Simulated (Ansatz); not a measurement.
LiCl:
```cif
data_Cl4Li4
_chemical_formula_sum 'Li4 Cl4'
_space_group_name_H-M_alt 'Fm-3m'
_space_group_IT_number 225
_space_group_name_Hall '-F 4 2 3'
_cell_length_a 4.96457
_cell_length_b 4.96457
_cell_length_c 4.96457
_cell_angle_alpha 90.000
_cell_angle_beta 90.000
_cell_angle_gamma 90.000
loop_
_atom_site_label
_atom_site_type_symbol
_atom_site_symmetry_multiplicity
_atom_site_Wyckoff_symbol
_atom_site_fract_x
_atom_site_fract_y
_atom_site_fract_z
_atom_site_occupancy
Li1 Li 4 a 0.00000 0.00000 0.00000 1
Cl1 Cl 4 b 0.50000 0.50000 0.50000 1
```
(The calculation used a cell of 2 atoms; values per cell refer to that cell.)

Relaxed with plane-wave PAW LDA (Ansatz code). Indices refer to the conventional cell of Fm-3m, a = b = c = 4.965 Å, α = β = γ = 90.00°.

Q: Simulate the powder diffraction pattern (Cu Kα, λ = 1.54184 Å; lines above 1 %) up to 2θ = 90°.

A: Simulated powder pattern, Cu Kα, λ = 1.54184 Å (kinematic, ideal powder, no thermal factors, no anomalous dispersion; the 30 strongest lines at most, above 1 %, up to 2θ = 90°):

| 2θ (°) | d (Å) | I/Imax (%) | hkl |
|---|---|---|---|
| 31.20 | 2.866 | 100 | (111) |
| 36.19 | 2.482 | 85 | (200) |
| 52.11 | 1.755 | 52 | (220) |
| 62.00 | 1.497 | 31 | (311) |
| 65.08 | 1.433 | 17 | (222) |
| 76.80 | 1.241 | 7.7 | (400) |
| 85.20 | 1.139 | 13 | (331) |
| 87.97 | 1.110 | 23 | (420) |

The LDA relaxation kept the symmetry of its start; phonons on a q-mesh show no instability.

Potentials: the later of the program's two PAW sets.
